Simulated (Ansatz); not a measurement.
Here is the system:

KF:
```cif
data_FK
_chemical_formula_sum 'K1 F1'
_space_group_name_H-M_alt 'P 1'
_space_group_IT_number 1
_cell_length_a 3.65042
_cell_length_b 3.65042
_cell_length_c 3.65042
_cell_angle_alpha 60.000
_cell_angle_beta 60.000
_cell_angle_gamma 60.000
loop_
_space_group_symop_operation_xyz
  'x, y, z'
loop_
_atom_site_label
_atom_site_type_symbol
_atom_site_fract_x
_atom_site_fract_y
_atom_site_fract_z
_atom_site_occupancy
K1 K 0.00000 0.00000 0.00000 1
F1 F 0.50000 0.50000 0.50000 1
```

This is the LDA-relaxed structure.

**Question.** All from DFT-LDA in the program Ansatz with PAW potentials, unless another level is named. Give the band gap.

**Answer.** 6.36 eV (direct).

**Question.** And the electron effective mass?

**Answer.** 0.52 mₑ (isotropic).

**Question.** What about the hole effective mass, band 1 of 3 at the edge?

**Answer.** 17 along [100], 17 along [110], 3.5 along [111] (mₑ).

**Question.** Give the valence-band maximum.

**Answer.** at Γ.

Space group Fm-3m (rock salt). Symmetry was held in the LDA relaxation.

Potentials: the earlier of the program's two PAW sets. The files were generated under PBE; for other functionals the program regenerates the frozen cores, and for LDA and PBEsol the local potential too.
